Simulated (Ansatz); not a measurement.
LiCl (rock salt) was relaxed and computed twice in Ansatz (plane waves, PAW), once with HSE06 and once with LDA.

```json
[
 {"": "cell", "run 1": "a = 4.9642 Å, b = 4.9642 Å, c = 4.9642 Å, α = 90.00°, β = 90.00°, γ = 90.00°", "run 2": "a = b = c = 5.115 Å, α = β = γ = 90.00°"},
 {"": "gap (eV)", "run 1": "6.48", "run 2": "7.77"},
 {"": "B₀ by P(V) fit (GPa)", "run 1": "40.8", "run 2": "33.4"}
]
```

Task: Which run used which functional?

Result: Run 1 is LDA, run 2 is HSE06.

All cells were relaxed under the symmetry of their starts (and spin orders); stability against distortions was not tested throughout.

Potentials: the earlier of the program's two PAW sets. The files were generated under PBE; for other functionals the program regenerates the frozen cores, and for LDA and PBEsol the local potential too.

Ansatz (a quantum-chemistry and plane-wave program) is a plane-wave DFT program.
